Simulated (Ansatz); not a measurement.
**TaRu: a sublattice moved along a line**

Computed with Ansatz 0.2.0, DFT PBEsol, scalar-relativistic, plane waves, PAW. Settings: plane waves to 420 eV, k-mesh 16×16×14 (Γ-centred), Gaussian smearing 0.15 eV. Spin–orbit coupling is left out, which can shift energies with elements as heavy as these. No spin polarisation. Energies are free energies at this smearing, counted from the undisturbed cell; pressure is positive in compression.

The undisturbed cell (as given, not relaxed at this level; it stands at -5.2 GPa, and it needn't be the usual structure):

```
Ta Ru
1.0
     3.05300    0.00000    0.00000
     0.00000    3.05300    0.00000
     0.00000    0.00000    3.38900
Ta Ru
1 1
Cartesian
  1.5265 1.5265 1.6945
  0.0000 0.0000 0.0000
```

Every Ta atom is moved by x along the Cartesian unit vector (0.000, 0.000, 1.000); the cell and all other atoms stay fixed. The cell is metallic on the mesh throughout.

| x (Å) | ΔE (meV/cell) | force along x on the moved atoms (eV/Å) | pressure (GPa) |
| --- | --- | --- | --- |
| -0.5000 | 831.9 | 3.44 | 16.2 |
| -0.2500 | ? | ? | 0.0 |
| 0.0000 | 0.0 | 0.00 | -5.2 |
| 0.0625 | 8.9 | -0.29 | -4.9 |
| 0.1250 | 38.0 | -0.65 | -3.9 |
| 0.1875 | 92.5 | -1.10 | -2.3 |
| 0.3125 | 292.2 | -2.14 | 3.0 |
| 0.3750 | 444.3 | -2.71 | 6.8 |
| 0.4375 | ? | ? | 11.2 |

By symmetry 0.5000 repeats -0.5000, -0.3750 repeats 0.3750, 0.2500 repeats -0.2500, -0.1250 repeats 0.1250 in energy; the slope of the energy along the path changes sign there.

Task: Give the withheld values.

Result: ΔE (meV/cell) at x (Å) = -0.2500: 176.3; force along x on the moved atoms (eV/Å) at x (Å) = -0.2500: 1.58; ΔE (meV/cell) at x (Å) = 0.4375: 627.6; force along x on the moved atoms (eV/Å) at x (Å) = 0.4375: -3.11.